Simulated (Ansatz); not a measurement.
Ta2O5 (C2), zone-centre modes

All numbers below come from DFT r2SCAN, scalar-relativistic, plane waves, PAW (Ansatz). Cutoff 500 eV, Γ-centred 6×6×6 k-points, Gaussian smearing of 0.05 eV. Spin–orbit coupling is left out, which can shift energies with elements as heavy as these. No spin polarisation.

The undisturbed cell (relaxed at this level; it needn't be the usual structure):

```
CELL_PARAMETERS angstrom
3.01406 -2.56465 0.00805
3.01406 2.56465 0.00805
-2.74061 0.00000 5.07492
ATOMIC_POSITIONS crystal
Ta 0.22831 0.15303 0.29378
Ta 0.84697 0.77169 0.70622
O 0.63309 0.21680 0.64782
O 0.23643 0.11382 0.95965
O 0.27683 0.72317 0.50000
O 0.88618 0.76357 0.04035
O 0.78320 0.36691 0.35218
```

Harmonic modes by finite displacements of 0.02 Å, without the LO–TO term.

Problem. At this geometry, is the structure stable against these modes?

Solution. No: 1 mode is unstable, the strongest at 21i cm⁻¹.

Problem. List the wavenumbers in cm⁻¹.

Solution. 21i, 0, 0, 0, 118, 209, 230, 262, 290, 343, 405, 416, 468, 514, 543, 559, 580, 701, 726, 754, 779.

Cost: 1 run of about 12 core-minutes, on Intel Xeon 6975P-C (Granite Rapids) (shared hosts).